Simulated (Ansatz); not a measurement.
Zr:
```cif
data_Zr2
_chemical_formula_sum 'Zr2'
_space_group_name_H-M_alt 'P63/mmc'
_space_group_IT_number 194
_space_group_name_Hall '-P 6c 2c'
_cell_length_a 3.23198
_cell_length_b 3.23198
_cell_length_c 5.17147
_cell_angle_alpha 90.000
_cell_angle_beta 90.000
_cell_angle_gamma 120.000
loop_
_atom_site_label
_atom_site_type_symbol
_atom_site_symmetry_multiplicity
_atom_site_Wyckoff_symbol
_atom_site_fract_x
_atom_site_fract_y
_atom_site_fract_z
_atom_site_occupancy
Zr1 Zr 2 d 0.66667 0.33333 0.25000 1
```

Relaxed with PBE.

**Question.** Which orbitals make up the states near the Fermi level in the program Ansatz at the PBE level (PAW)?

**Answer.** Within 0.5 eV of the Fermi level: Zr 4d 90 %, Zr 5s 5 %. Projections are on Löwdin-orthogonalised atomic valence shells; empty p or d shells of many metals are not among them.

**Question.** Tabulate the density of states.

**Answer.** States/eV per cell of 2 atoms, in 0.25 eV bins, energy from the Fermi level.

| E (eV) | total | Zr 4d | Zr 5s | Zr 4p |
|---|---|---|---|---|
| -5.75 | 0.00 | 0.00 | 0.00 | 0.00 |
| -5.50 | 0.06 | 0.00 | 0.06 | 0.00 |
| -5.25 | 0.12 | 0.00 | 0.11 | 0.00 |
| -5.00 | 0.16 | 0.00 | 0.15 | 0.00 |
| -4.75 | 0.20 | 0.00 | 0.18 | 0.00 |
| -4.50 | 0.25 | 0.01 | 0.22 | 0.01 |
| -4.25 | 0.30 | 0.02 | 0.26 | 0.01 |
| -4.00 | 0.35 | 0.03 | 0.30 | 0.01 |
| -3.75 | 0.43 | 0.06 | 0.34 | 0.01 |
| -3.50 | 0.53 | 0.10 | 0.40 | 0.02 |
| -3.25 | 0.72 | 0.21 | 0.47 | 0.02 |
| -3.00 | 1.62 | 0.92 | 0.64 | 0.03 |
| -2.75 | 2.00 | 1.33 | 0.61 | 0.03 |
| -2.50 | 2.23 | 1.66 | 0.51 | 0.03 |
| -2.25 | 2.50 | 2.04 | 0.40 | 0.03 |
| -2.00 | 2.88 | 2.52 | 0.28 | 0.04 |
| -1.75 | 2.10 | 1.84 | 0.19 | 0.04 |
| -1.50 | 2.02 | 1.79 | 0.16 | 0.04 |
| -1.25 | 2.45 | 2.25 | 0.12 | 0.04 |
| -1.00 | 2.92 | 2.68 | 0.12 | 0.04 |
| -0.75 | 3.60 | 3.23 | 0.19 | 0.05 |
| -0.50 | 2.64 | 2.32 | 0.18 | 0.04 |
| -0.25 | 1.06 | 0.94 | 0.06 | 0.01 |
| 0.00 | 1.85 | 1.65 | 0.08 | 0.02 |
| 0.25 | 3.97 | 3.60 | 0.18 | 0.04 |
| 0.50 | 3.36 | 3.01 | 0.17 | 0.03 |
| 0.75 | 3.47 | 3.05 | 0.20 | 0.03 |
| 1.00 | 3.74 | 3.23 | 0.23 | 0.03 |
| 1.25 | 4.07 | 3.57 | 0.21 | 0.02 |
| 1.50 | 3.00 | 2.65 | 0.11 | 0.01 |
| 1.75 | 2.02 | 1.82 | 0.05 | 0.01 |
| 2.00 | 1.59 | 1.50 | 0.02 | 0.00 |
| 2.25 | 1.54 | 1.47 | 0.02 | 0.00 |
| 2.50 | 1.48 | 1.42 | 0.02 | 0.00 |
| 2.75 | 1.46 | 1.40 | 0.02 | 0.00 |
| 3.00 | 1.45 | 1.39 | 0.03 | 0.00 |
| 3.25 | 1.49 | 1.42 | 0.03 | 0.00 |
| 3.50 | 1.59 | 1.50 | 0.04 | 0.00 |
| 3.75 | 1.95 | 1.83 | 0.07 | 0.00 |

Space group P6_3/mmc (hcp (Mg type)). Symmetry was held in the PBE relaxation. No spin polarisation was allowed. Scalar-relativistic: spin–orbit coupling is off unless named, which matters more the heavier the elements.

Potentials: the earlier of the program's two PAW sets.
